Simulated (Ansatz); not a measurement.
## Tl$_{2}$Pd: pressure against volume

A database entry relaxed whole under r2SCAN (I4/mcm):

```
Tl Pd
1.0
    -3.40658    3.40658    2.91582
     3.40658   -3.40658    2.91582
     3.40658    3.40658   -2.91582
Tl Pd
4 2
Direct
  0.66575 0.16575 0.83151
  0.16575 0.33425 0.50000
  0.33425 0.83425 0.16849
  0.83425 0.66575 0.50000
  0.25000 0.25000 0.00000
  0.75000 0.75000 0.00000
```

The cell was scaled uniformly, its shape held, and the atoms relaxed at each volume with plane-wave PAW DFT (Ansatz 0.2.0; r2SCAN, 500 eV, 8×8×8 Γ-centred mesh, fermi-dirac occupations of width 0.100 eV; no spin, no spin-orbit coupling). One row is withheld.

| volume (Å³/atom) | energy over the lowest (meV/atom) | pressure (GPa) |
| --- | --- | --- |
| 21.205 | 18.6 | 4.87 |
| 21.656 | 7.7 | 3.01 |
| 22.107 | 1.8 | 1.38 |
| 22.558 | 0.0 | 0.01 |
| 23.009 | ? | ? |
| 23.461 | 7.1 | -2.26 |
| 23.912 | 14.9 | -3.19 |

Task: Fit the pressures of the other rows to the third-order Birch-Murnaghan form.

Result: With f = [(V₀/V)^(2/3) − 1]/2 and P = 3B₀f(1 + 2f)^(5/2)[1 + 3(B₀′ − 4)f/2], least squares gives V₀ = 22.56 Å³ an atom, B₀ = 65.2 GPa and B₀′ = 6.1; the rows miss the fit by 0.02 GPa. The slope of the energies differs from these pressures by 0.08 GPa, since they are taken to zero smearing while pressures follow the free energy.

Task: What does the withheld row hold?

Result: The fit gives -1.21 GPa at 23.009 Å³; the run gave -1.20 GPa and 1.9 meV an atom.

Caveats: the shape of the cell was held, so B₀ is an upper bound where the axes differ in stiffness; 0 K, fixed nuclei; the symmetry was kept, and this need not be the phase that is stable at 0 K; one mesh for all volumes; the relaxed cell lies far from the entry, by an error of the functional or of the entry; pressure is positive in compression.
